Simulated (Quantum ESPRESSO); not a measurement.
Simulation results for AlGa$_{3}$SiAs$_{3}$ (made-up cell)

All values are calculated (Quantum ESPRESSO 7.5). Calculation on a made-up crystal cell, not a measurement: periodic Kohn-Sham density functional theory in plane waves with PseudoDojo standard norm-conserving scalar-relativistic pseudopotentials, each functional with its own files (v0.5 for PBE, v0.4.1 for LDA and PBEsol), no spin polarisation, no spin-orbit coupling, atoms not relaxed, stress positive in tension, energies less a fixed whole-eV offset for each atom's element; levels are Kohn-Sham levels at fractions of this cell's reciprocal vectors, counted from the reference band (half the neutral cell's valence electrons, rounded up) at Gamma; error bars cover cutoff and k-mesh only, not smearing or the files; added strain carries the atoms with the cell, and shear is the tensor component; each bar is the largest change over components, and at least 0.002 eV, 0.002 eV per angstrom or 0.02 GPa; energies are for the whole cell, and the offsets were chosen from early runs and are not element reference energies.

```cif
# cell vector a (Å): 5.9090 -0.0402 0.0058
# cell vector b (Å): -0.0402 6.0176 -0.0742
# cell vector c (Å): 0.0058 -0.0742 5.8619
data_AlGa3SiAs3
_symmetry_space_group_name_H-M 'P 1'
_symmetry_Int_Tables_number 1
_cell_length_a 5.9091
_cell_length_b 6.0182
_cell_length_c 5.8624
_cell_angle_alpha 91.432
_cell_angle_beta 89.882
_cell_angle_gamma 90.773
_cell_volume 208.40
loop_
_atom_site_label
_atom_site_type_symbol
_atom_site_fract_x
_atom_site_fract_y
_atom_site_fract_z
_atom_site_occupancy
Ga1 Ga 0.00398 0.99063 0.98169 1
Al1 Al 0.98505 0.49605 0.49516 1
Ga2 Ga 0.48233 0.99128 0.49618 1
Ga3 Ga 0.51104 0.49133 0.99940 1
As1 As 0.24100 0.24333 0.24520 1
Si1 Si 0.23277 0.74659 0.73716 1
As2 As 0.75651 0.25212 0.74442 1
As3 As 0.76237 0.74602 0.25221 1
_calc_lattice_type 'zincblende/diamond'
_calc_functional 'pbe'
_calc_cutoff 1143  # eV
_calc_fermi_dirac_smearing 0.1  # eV
_calc_scf_tolerance 1e-07  # eV
_calc_electrons_removed 0
_calc_k_mesh '6 x 6 x 6, shifted by half a step'
_calc_pressure ?
_calc_stress_xy ?
_calc_stress_yy ?
_calc_stress_xz ?
```

Atoms:
| atoms element | atom site | atom energy offset (eV) |
| --- | --- | --- |
| Ga | 1 | -2080 |
| Al | 2 | -64 |
| Ga | 3 | -2080 |
| Ga | 4 | -2080 |
| As | 5 | -2887 |
| Si | 6 | -115 |
| As | 7 | -2887 |
| As | 8 | -2887 |

To be estimated
1. Give the missing pressure for AlGa$_{3}$SiAs$_{3}$ (made-up cell).
2. Give the missing stress xy for AlGa$_{3}$SiAs$_{3}$ (made-up cell).
3. Estimate the stress yy of AlGa$_{3}$SiAs$_{3}$ (made-up cell).
4. What stress xz does the calculation give for AlGa$_{3}$SiAs$_{3}$ (made-up cell)?
5. Give the table of levels values for AlGa$_{3}$SiAs$_{3}$ (made-up cell).

Calculated values
1. -4.351 GPa
2. -0.4953 GPa
3. 4.732 GPa
4. 0.3364 GPa
5. 
Levels:
| level k point | next band up (eV) |
| --- | --- |
| Gamma | 0.08314 |
| (1/2,1/2,1/2) | 0.3437 |
| (0.15,0,0) | 0.8231 |
| (0,0.15,0) | 0.9389 |
| (0,0,0.15) | 0.873 |

Further results for AlGa$_{3}$SiAs$_{3}$ (made-up cell):

```
free energy less offsets : -0.684 eV
smearing term minus ts   : -0.1154 eV
scf iterations           : 10
stress xx                : 4.367 GPa
stress zz                : 3.954 GPa
stress yz                : -0.9782 GPa
fermi level              : -0.5478 eV
reference band           : 46
error bar energy         : 0.002 eV
error bar stress         : 0.02 GPa
error bar force          : 0.003542 eV/Å
error bar next band up   : 0.002 eV
error bar fermi level    : 0.002 eV
error bars from          : tighter rerun of a related cell
```

Forces:
| site | x (eV/Å) | y (eV/Å) | z (eV/Å) |
| --- | --- | --- | --- |
| 1 | -0.008611 | 0.05135 | 0.1176 |
| 2 | 0.5556 | -0.1566 | -0.06878 |
| 3 | 0.1664 | -0.05477 | 0.1996 |
| 4 | -0.569 | 0.3241 | -0.1574 |
| 5 | 0.2002 | 0.2276 | -0.02377 |
| 6 | 0.6741 | -0.2342 | 0.1899 |
| 7 | -0.4541 | -0.5237 | 0.009775 |
| 8 | -0.5645 | 0.3663 | -0.267 |
